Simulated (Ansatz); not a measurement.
## Stress against strain in Pd

```
CELL_PARAMETERS angstrom
0.00000 1.94490 1.94490
1.94490 0.00000 1.94490
1.94490 1.94490 0.00000
ATOMIC_POSITIONS crystal
Pd 0.00000 0.00000 0.00000
```

Conventional cell: a = 3.890 Å, b = 3.890 Å, c = 3.890 Å, α = 90.00°, β = 90.00°, γ = 90.00°. Around Pd (atom 1) lie 12 Pd at 2.75 Å.

The cell comes from COD entry 9008478, which wasn't checked; take it as a given geometry.

Spin polarisation is left out, and whether a magnetic state lies lower isn't shown here.

Level of theory: Ansatz 0.2.0, DFT, LDA, all-electron LAPW, scalar-relativistic.

Numerical set-up: a Γ-centred 18×18×18 k mesh, Fermi–Dirac smearing of 0.05 eV, basis error target 0.25 meV/atom, no spin polarisation.

The strain is applied along the Cartesian axes of the cell as listed (the other components stay zero). Fractional coordinates are held (clamped ions).

σ is the change of stress from the unstrained cell, which is at -8.05 GPa; tension is positive, so slopes are stress–strain coefficients at that pressure. In a metal the k mesh adds noise.

Only quantities that a quadratic follows smoothly over the whole series are listed; rougher ones are left out.

| εxx = εyy | σzz (GPa) | σxx (GPa) |
| --- | --- | --- |
| -0.0300 | -11.62 | -14.21 |
| -0.0200 | -7.31 | -8.85 |
| 0.0000 | 0.00 | 0.00 |
| 0.0100 | 3.08 | 3.61 |
| 0.0200 | 5.82 | 6.76 |
| 0.0300 | 8.27 | 9.49 |

Fit the series and read off the stiffness at zero strain.

Least-squares fits y = p0 + p1 x + p2 x² to the rows give σzz (GPa): p1 = 330, p2 = -1800; σxx (GPa): p1 = 393, p2 = -2600. So 2 C12 = 330 GPa and C11 + C12 = 393 GPa.

One run, at εxx = εyy = -0.0100, is withheld. Predict its row.

The fits give -3.50, -4.21; the run gave -3.45, -4.14.
